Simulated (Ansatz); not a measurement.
Computed properties of ReW

ReW:
```yaml
crystal:
  lattice:
    - [2.80322, 0.00000, 0.00000]
    - [0.00000, 2.80322, 0.00000]
    - [0.00000, 0.00000, 3.87914]
  atoms:
    - { symbol: W, position: [0.50000, 0.50000, 0.50000] }
    - { symbol: Re, position: [0.00000, 0.00000, 0.00000] }
```

Space group P4/mmm (No. 123), L1₀ or tetragonal B2; conventional cell a = 2.803 Å, b = 2.803 Å, c = 3.879 Å, α = 90.00°, β = 90.00°, γ = 90.00°.

Method: DFT-PBEsol in the program Ansatz with PAW potentials. Geometry: relaxed at this level of theory. Other levels are named where they apply.

Cell and energy:

- Volume per atom: 15.24 Å³
- Density: 20.16 g/cm³
- Formation energy from the elements (no fitted shifts): 0.23 eV/atom

Electronic structure:

Electronic character: metallic (no gap)
Density of states at the Fermi level: 0.87 states/eV per atom (mean over ±0.08 eV)
Gap with spin–orbit coupling: none (metallic)

Mechanics:

- Bulk modulus (Birch–Murnaghan fit) = 343 GPa
- Pressure derivative B′ = 4.2
- Elastic constants (relaxed ions, GPa) = C11 = 493, C12 = 211, C13 = 321, C33 = 404, C44 = 137, C66 = 59.3
- Mechanical stability = stable (all eigenvalues of C positive)
- Hill bulk and shear moduli = 344 and 89.9 GPa
- Young's modulus = 248 GPa
- Poisson's ratio = 0.38
- Debye temperature from the elastic constants = 286 K

Phonons:

Highest zone-centre frequency: 227 cm⁻¹
Zone-centre stability: no imaginary mode at Γ

A made-up cell: these elements were put on the sites of a structure type; neither database checked (COD, Materials Project) lists it. Its standing as an ambient phase is unchecked. The PBEsol relaxation kept the symmetry of its start. The run is not spin-polarised. As this level gives no gap, shear constants depend on the k-mesh and smearing (Fermi–Dirac, 0.1 eV here). As this level gives no gap, phonon frequencies hold no LO–TO term and depend on the k-mesh and smearing (Fermi–Dirac, 0.1 eV here). Axis ratios of metals converge slowly with the k-mesh, so a and c are less sure than the volume. The references are the lowest solids computed at this level, not always the standard phases. Spin–orbit coupling is left out wherever it is not named.

Potentials: the earlier of the program's two PAW sets. The files were generated under PBE; for other functionals the program regenerates the frozen cores, and for LDA and PBEsol the local potential too.
